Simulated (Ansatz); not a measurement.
Theory: Ansatz 0.2.0, DFT PBE, scalar-relativistic, plane waves, PAW. Settings: cutoff 420 eV, Γ-centred meshes spaced at most about 0.3 Å⁻¹, and about 0.25 Å⁻¹ or finer for metals (2π included), Gaussian smearing. Collinear spin in cells that started with moments and kept them past the coarse steps, no spin elsewhere.

Temperature and zero-point effects are left out.

Compare these two cells of TeWS4, each relaxed at this level.

A. (site moments Te -0.1; W 0.9 μB) Space group F-43m (No. 216), cubic, a = 7.452 Å. Te is surrounded by 12 S at 3.10 Å and 4 W at 3.23 Å; around W lie 12 S at 3.08 Å and 4 Te at 3.23 Å; S has 3 S at 2.55 Å, 3 S at 2.72 Å, 3 W at 3.08 Å and 3 Te at 3.10 Å.

B. (no spin) Space group Cmmm (No. 65), orthorhombic, a = 8.413 Å, b = 8.483 Å, c = 3.852 Å. Te is surrounded by 6 S at 2.66–2.76 Å; W has 6 S at 2.37–2.43 Å; S on a site of symmetry m2m is surrounded by 2 W at 2.43 Å, 1 Te at 2.76 Å and 1 S at 2.96 Å; S on a site of symmetry 2mm has 1 W at 2.37 Å and 2 Te at 2.66 Å.

Task: Which is lower in energy, and by how much?

Result: B is lower, by 1.37 eV/atom. A has space group F-43m (No. 216), 17.2 Å³/atom and no gap on its mesh; B has space group Cmmm (No. 65), 22.9 Å³/atom and no gap. Counting S or Te atoms around W (for each partner element, those within 1.25 times its shortest distance or 1.15 times the sum of covalent radii, where it is the nearest in units of that sum or under 1.3), A has W 16 and B has W 6. Their magnetic states differ too. The lower one is the more open, so pressure narrows the difference. Both come from invented guesses.

These runs have no spin–orbit coupling, which can matter for Te and W. The magnetic state reached may not be the lowest. Cells relaxed within their symmetry can be saddle points. Some types were kept out of the candidates beforehand, so the set may lack a known form.
